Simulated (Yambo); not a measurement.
Yambo run on BP (zinc blende, space group F-43m, No. 216). The wavefunctions are PBE (Quantum ESPRESSO, PseudoDojo norm-conserving, 76 Ry, no spin-orbit coupling) ones on a 6×6×6 mesh (4 occupied bands); a = 3.205 Å, b = 3.205 Å, c = 3.205 Å, α = 60.00°, β = 60.00°, γ = 60.00°.

Yambo input:

```
rim_cut
gw0
dyson
el_el_corr
HF_and_locXC
cohsex
em1s
RandQpts= 1000000
RandGvec= 1 Ry
EXXRLvcs= 76 Ry
VXCRLvcs= 304 Ry
Chimod= "HARTREE"
% BndsRnXs
 1 | 84 |
%
NGsBlkXs= 14 Ry
% LongDrXs
 1.0 | 1.0 | 1.0 |
%
ExtendOut
% QPkrange
 1 | 1 | 4 | 5 |
 13 | 13 | 5 | 5 |
%
```

k points by index: 1 = Γ, 13 = X.

The o-*.qp file then holds:

```
#    K-point    Band    Eo [eV]    E [eV]    E-Eo [eV]    Vxc [eV]    Vnlxc [eV]    Sc|Eo [eV]    Re(Z)    Im(Z)
#
    1    4    0.000000    -3.365416    -3.365416    -13.31214    -14.95506    -1.722492    1.000000    0.000000
    1    5    3.413105    1.588859    -1.824246    -12.03647    -7.314895    -6.545824    1.000000    0.000000
    13    5    1.340695    -0.554230    -1.894925    -10.83952    -6.590276    -6.144170    1.000000    0.000000
```
(The two width columns are left out.) Convergence of these settings isn't established.

Geometry of the Materials Project entry, not relaxed at this level.
